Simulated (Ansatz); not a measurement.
A geometry of SnO away from equilibrium: the start of the relaxation of a relaxed SnO cell, doubled along one cell vector, shaken by Gaussian noise of σ = 0.08 Å a coordinate. All values below come from r2SCAN (plane waves to 500 eV, PAW, scalar-relativistic; Ansatz, a quantum-chemistry and plane-wave program). Γ-centred k-mesh 5×5×2 on the run's cell (coarser than for final values), Fermi–Dirac smearing 0.05 eV.

```xyz
12
Lattice="5.2002 0.0000 0.0000 -2.6001 4.5035 0.0000 0.0000 0.0000 11.7735" Properties=species:S:1:pos:R:3:forces:R:3 pbc="T T T" free_energy=-39637.875 pressure_GPa=3.6
Sn     1.0270     1.6899    -0.1410    1.2413   -0.3831    1.3439
Sn     0.9175     1.5691     5.9218    0.2234    3.6981   -1.6664
Sn     3.2846     0.1987     3.9820   -2.2477   -2.7579   -2.9558
Sn     3.3883     0.0253     9.8832   -2.2196    0.5358    0.4796
Sn    -1.7209     2.8248     1.8939   -0.3062    0.2506    0.3289
Sn    -1.4421     2.8087     7.9432   -1.4372    1.6832    0.0549
O      2.0074     3.4313     3.0692   -0.4196    0.1911    0.2017
O      1.9529     3.3559     9.0206    2.7054   -1.9479   -1.9849
O      1.2389     0.0128     0.9643    0.1603    0.6358   -0.5669
O      1.3459     0.0556     6.8425    0.7580   -4.4246    2.7763
O     -0.7506     1.1049     5.0299    1.9872    1.9279    2.2186
O     -0.5657     1.2449    10.6871   -0.4453    0.5910   -0.2299
```

Positions in Å, forces in eV/Å, free energy of the cell in eV (comparable only within this code, potentials and settings). Largest force: 5.28 eV/Å, on O10 (atoms numbered as listed); the geometry lies 0.33 eV/atom above the end of its relaxation.

No spin polarisation in the result.

The end of the path is a generated cell of SnO: the first start was made by placing the elements on the sites of a structure type, and the end was not matched to a known phase here, so it may be hypothetical. Known forms of SnO include space group No. 129.
